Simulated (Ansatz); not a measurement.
BeTe:
```
BeTe
1.0
    0.00000     2.80223     2.80223
    2.80223     0.00000     2.80223
    2.80223     2.80223     0.00000
Te Be
1 1
Direct
  0.75000   0.75000   0.75000
  0.00000   0.00000   0.00000
```

Cartesian axes are those of the cell as given.

Question: Give the proper piezoelectric stress tensor with relaxed ions from plane-wave PAW PBEsol (Ansatz code).

Answer: In C/m², rows x, y, z, Voigt columns; mesh uncertainty up to 0.00.
```
0.00  0.00  0.00  0.18  0.00  0.00
0.00  0.00  0.00  0.00  0.18  0.00
0.00  0.00  0.00  0.00  0.00  0.18
```

The elastic tensor of the same run (GPa):

```
 100  40.4  40.4   0.0   0.0   0.0
40.4   100  40.4   0.0   0.0   0.0
40.4  40.4   100   0.0   0.0   0.0
 0.0   0.0   0.0  50.5   0.0   0.0
 0.0   0.0   0.0   0.0  50.5   0.0
 0.0   0.0   0.0   0.0   0.0  50.5
```

Question: Convert to strain constants d = e·S.

Answer: In pC/N:
```
0.0  0.0  0.0  3.6  0.0  0.0
0.0  0.0  0.0  0.0  3.6  0.0
0.0  0.0  0.0  0.0  0.0  3.6
```

Space group F-43m (zinc blende). Symmetry was held in the PBEsol relaxation. Spin–orbit coupling is left out wherever it is not named.

Potentials: the later of the program's two PAW sets.
